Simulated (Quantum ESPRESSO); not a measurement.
Sr₂H₃I has the trigonal space group P-3m1 (No. 164), Pearson symbol hP6. Conventional cell: a = b = 4.243 Å, c = 7.683 Å, α = β = 90.00°, γ = 120.00°. H1 on 1b has 6 Sr at 2.808 Å (octahedral). H2 on 2d is surrounded by 4 Sr at 2.465–2.469 Å (tetrahedral). Sr on 2d has 4 H at 2.465–2.469 Å and 3 H at 2.808 Å and 3 I at 3.478 Å. I on 1a has 6 Sr at 3.478 Å (octahedral). (Neighbours: up to the widest gap in distance over summed covalent radii, below 1.35, at either atom; cation-cation contacts left out.)

The geometry is that of Materials Project entry mp-1019269, symmetrised and not relaxed again.

### Question
What does PBEsol (Quantum ESPRESSO, PseudoDojo norm-conserving, 72 Ry, with spin-orbit coupling) give for the electronic structure near the Fermi level?

### Answer
The PBEsol gap is indirect, 1.89 eV, from A to 43 % of the way from H to A; the smallest direct gap is 2.45 eV. 

The structure is a Materials Project entry; no match was found in the copy of COD used, and its stability was not checked.
